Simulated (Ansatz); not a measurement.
K: a film clamped to a substrate

All numbers below come from DFT r2SCAN, scalar-relativistic, plane waves, PAW in Ansatz. Settings: plane waves to 500 eV, k-mesh 12×12×12 (Γ-centred), Gaussian smearing 0.15 eV. No spin polarisation. Energies are free energies at this smearing, counted from the undisturbed cell; pressure is positive in compression.

The starting cell (as given, not relaxed at this level; it stands at 0.0 GPa; this simple cubic form isn't the usual structure):

```xyz
1
Lattice="4.3104 0.0000 0.0000 0.0000 4.3104 0.0000 0.0000 0.0000 4.3104" Properties=species:S:1:pos:R:3 pbc="T T T"
K     0.0000    0.0000    0.0000
```

The cell (1 atom, V0 = 80.09 Å³) is strained by p along both x and y and by q along z, fractional coordinates fixed. τp = (1/V0) ∂E/∂p = (σxx + σyy)(1 + p)(1 + q) and τq = (1/V0) ∂E/∂q = σzz(1 + p)², with tension positive.

```csv
p,q,ΔE (meV/atom),τp (GPa),τq (GPa)
0.000,0.000,0.00,0.03,0.02
-0.050,0.000,11.59,-1.02,0.08
0.050,0.000,10.68,0.77,-0.06
0.000,-0.050,6.26,0.11,-0.55
0.000,0.050,5.71,-0.03,0.41
```

**Question.** Get the second derivatives of the energy density.

**Answer.** Central differences give A = ∂τp/∂p = 18.0 GPa (C11 + C22 + 2 C12), C = ∂τq/∂q = 9.6 GPa (C33) and the cross term B = ∂τq/∂p = -1.4 GPa (C13 + C23); ∂τp/∂q = -1.4 GPa must equal B, and any difference shows higher-order terms. Steps this large leave an error of some per cent of A or C in all of these, which can swamp a small B. The ions are clamped. In a cubic crystal C11 = C = 9.6, C12 = B/2 = -0.7 GPa and A should be 2(C11 + C12) = 17.8 GPa; the bulk modulus is (C11 + 2 C12)/3 = 2.7 GPa.

**Question.** A film of this crystal grows with z along the normal on a substrate that imposes p. How does its thickness respond, and what does the misfit cost?

**Answer.** Count p and q from the stress-free cell. A free surface needs τq = 0, so q = −(B/C) p = 0.14 p. The energy density left is (A − B²/C) p²/2 = M p², with the biaxial modulus M = 8.9 GPa; a misfit of 1 % costs 0.44 meV/atom, against 0.45 meV/atom if the thickness were held.

At p = -0.050 the energies along q are 16.2 (q = -0.050), 11.6 (q = 0.000), 18.8 (q = 0.050) meV/atom.

**Question.** Does the linear rule hold at this misfit?

**Answer.** A parabola through the lowest point and its neighbours has its minimum at q = -0.005, 11.5 meV/atom. With the stress left in the starting cell, τp0 and τq0, linear elasticity gives q = −(τq0 + Bp)/C = -0.009 and E = V0(τp0 p + τq0 q + Ap²/2 + Bpq + Cq²/2)/N = 10.2 meV/atom. The energies differ by more than a tenth, so the quadratic law fails here: the gap holds the anharmonic part, with some error from the wide steps. Cubic terms also shift the vertex of so wide a parabola.

In a metal these slopes depend on the k mesh and the smearing.